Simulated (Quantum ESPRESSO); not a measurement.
# Moving one atom in Si2Ga3P3

These are calculations, not measurements. They come from pw.x of Quantum ESPRESSO 7.5, a plane-wave density functional program, with PseudoDojo standard norm-conserving files (v0.5 for PBE, v0.4.1 for LDA and PBEsol). The cells are made up: elements, strain and atom displacements were drawn at random, and nothing was relaxed. There is no spin polarisation, spin-orbit coupling or dispersion term.

The cell has 8 sites of a zincblende or diamond lattice. Sites 1 to 4 hold Si Ga Ga Ga; sites 5 to 8 hold P P Si P. Cell vectors in Å: (5.387, 0.000, 0.000); (0.000, 5.387, 0.000); (0.000, 0.000, 5.387). Settings: PBE, cutoff 1088 eV, 4 x 4 x 4 k mesh shifted by half a step, Fermi-Dirac smearing of 0.025 eV.

Each run shifts the Ga atom on site 3 along y and leaves all else fixed. Site 6 is one of its nearest neighbours. E is the free energy of the cell above the lowest run shown. The last column is band 32 less band 31 at Gamma, from a band step after each run.

```
run  shift (Å)  Fy on site 3 (eV/Å)  Fy on site 6 (eV/Å)  P (GPa)  E (meV)  level step at Gamma (eV)
  1    -0.1585                2.155               -0.438     7.34    190.2                     0.688
  2    -0.1262                1.770               -0.312     7.24    126.8                     0.708
  3     0.0020                0.203                0.170     7.05      0.0                     0.715
  5     0.0764               -0.704                0.427     7.08     18.7                     0.697
  6     0.1058               -1.056                0.523     7.13     44.6                     0.666
  7     0.1210               -1.237                0.572     7.16     62.1                     0.648
  4     0.0473                    ?                    ?        ?        ?                         ?
```

A rerun of one of these cells at 1377 eV and k mesh 6 x 6 x 6 moved values by no more than 0.011 eV in the cell's energy, 0.04 GPa in stress and 0.008 eV/Å in force.

## Worked fit

A parabola through the six runs shown gives Fy on site 3 = 0.227 - 12.15 u + 0.2 u² eV/Å, with u in Å and a scatter of 0.005 eV/Å. Minus the slope, 12.15 ± 0.14 eV/Å², is this atom's force constant along y at u = 0, with its periodic images moving too. The fitted force vanishes at u = 0.019 Å, where the energy should be lowest along this line. The error is the larger of the fit's own and the change that a cubic makes, rounded up.

## Withheld run

Question: what Fy on site 3 should run 4 give?

The fit gives -0.347 eV/Å. The calculation gave -0.351 eV/Å.

| run | shift (Å) | Fy on site 3 (eV/Å) | Fy on site 6 (eV/Å) | P (GPa) | E (meV) | level step at Gamma (eV) |
| --- | --- | --- | --- | --- | --- | --- |
| 4 | 0.0473 | -0.351 | 0.329 | 7.06 | 3.4 | 0.709 |